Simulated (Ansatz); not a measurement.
GaN:
```
GaN
1.0
    0.00000     2.10995     2.10995
    2.10995     0.00000     2.10995
    2.10995     2.10995     0.00000
Ga N
1 1
Direct
  0.00000   0.00000   0.00000
  0.50000   0.50000   0.50000
```

PBEsol in the plane-wave PAW code Ansatz gives a gap of 0.54 eV without spin–orbit coupling, maximum on the K–Γ line, 53 % of the way from K, minimum at X.

**Question.** What happens when spin–orbit coupling is switched on?

**Answer.** The gap hardly moves, to 0.54 eV; maximum on the K–Γ line, 53 % of the way from K, minimum at X.

**Question.** Give the electron effective mass with spin–orbit coupling.

**Answer.** 0.18, 0.18, 0.47 mₑ (principal values).

**Question.** Give the hole effective mass with spin–orbit coupling.

**Answer.** 0.28, 1.1, 4.3 mₑ (principal values).

Space group Fm-3m (rock salt). This is a known high-pressure phase of the composition, computed here at zero pressure and temperature. Symmetry was held in the PBEsol relaxation; whether a distortion lowers the energy is not shown.

Potentials: the earlier of the program's two PAW sets.
